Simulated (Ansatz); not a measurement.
Ca4Bi2O in space group I4/mmm (No. 139; Ca on 4e, Ca on 4c, Bi on 4e, O on 2b), DFT-r²SCAN in the program Ansatz with PAW potentials, all energies at zero smearing, with the estimated change up to a 700 eV cutoff added, with one set of potentials and settings (totals compare only within such a set). Cell of 7 atoms (4 Ca, 2 Bi, 1 O): -32686.928 eV.

```
element                            reference phase  E (eV/atom)
-------  -----------------------------------------  -----------
Ca                      Fm-3m, 1 atoms in the cell   -1821.6752
Bi                       R-3m, 2 atoms in the cell  -12411.0586
O        C2/m, 4 atoms in the cell, spin-polarised    -566.0281
```

Formation energy per atom, worked out: (-32686.928 − 4×(-1821.6752) − 2×(-12411.0586) − 1×(-566.0281))/7 = -1.726 eV/atom (-167 kJ per mol of atoms), at 0 K, without zero-point energy or fitted corrections.

The first step of the workflow began from a Materials Project structure, measured or hypothetical; the Crystallography Open Database copy checked does not list it. Its standing as an ambient phase is unchecked. Symmetry was held in the r²SCAN relaxation; whether a distortion lowers the energy is not shown. The references are the lowest solids computed at this level, not always the standard phases (solids in place of the gases). Spin–orbit coupling is left out wherever it is not named.

Potentials: the later of the program's two PAW sets.
